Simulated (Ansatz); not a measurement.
Relaxed-ion elastic tensor of BaN (zinc blende, F-43m) in GPa (Voigt order), the program Ansatz at the PBEsol level (PAW); density 4.77 g/cm³, 26.35 Å³ per atom.

```
45.6  42.2  42.2   0.0   0.0   0.0
42.2  45.6  42.2   0.0   0.0   0.0
42.2  42.2  45.6   0.0   0.0   0.0
 0.0   0.0   0.0   9.4   0.0   0.0
 0.0   0.0   0.0   0.0   9.4   0.0
 0.0   0.0   0.0   0.0   0.0   9.4
```

Question: Is the crystal mechanically stable?

Answer: Yes: the smallest eigenvalue of C is 3.4 GPa.

Question: Work out the Voigt, Reuss and Hill averages.

Answer: K_V = 43.3, K_R = 43.3, K_H = 43.3; G_V = 6.3, G_R = 3.3, G_H = 4.8 GPa.

Question: Give Young's modulus, Poisson's ratio, Pugh's ratio and the universal anisotropy index.

Answer: E = 9KG/(3K + G) = 13.9 GPa; ν = 0.45; K/G = 9.01 (ductile by the Pugh limit of 1.75); A_U = 5G_V/G_R + K_V/K_R − 6 = 4.48.

Question: Estimate the sound speeds and the Debye temperature.

Answer: v_l = √((K + 4G/3)/ρ) = 3230 m/s, v_t = √(G/ρ) = 1000 m/s, mean 1140 m/s; Θ = (h/k)(3n/4πV)^(1/3) v_m = 114 K.

Question: Give the Zener ratio and Young's modulus along [100], [110] and [111].

Answer: A = 2C44/(C11 − C12) = 5.55; 1/E = S11 − 2(S11 − S12 − S44/2)Γ with Γ = 0, 1/4, 1/3 gives 5.0, 12.7, 26.2 GPa.

The start of the workflow was typed in or built on a structure type; neither database checked (COD, Materials Project) lists it. Whether it is the stable phase at ambient conditions was not checked. The cell was relaxed with PBEsol under the symmetry of its start; its stability against distortions is not shown here. Its formation energy is positive at this level, so the cell may be metastable or incomplete. With an odd number of electrons in the cell and no spin polarisation, the count alone makes it a metal. As this level gives no gap, shear constants depend on the k-mesh and smearing (Fermi–Dirac, 0.1 eV here). Scalar-relativistic: spin–orbit coupling is off unless named, which matters more the heavier the elements.

Potentials: the earlier of the program's two PAW sets. The files were generated under PBE; for other functionals the program regenerates the frozen cores, and for LDA and PBEsol the local potential too.
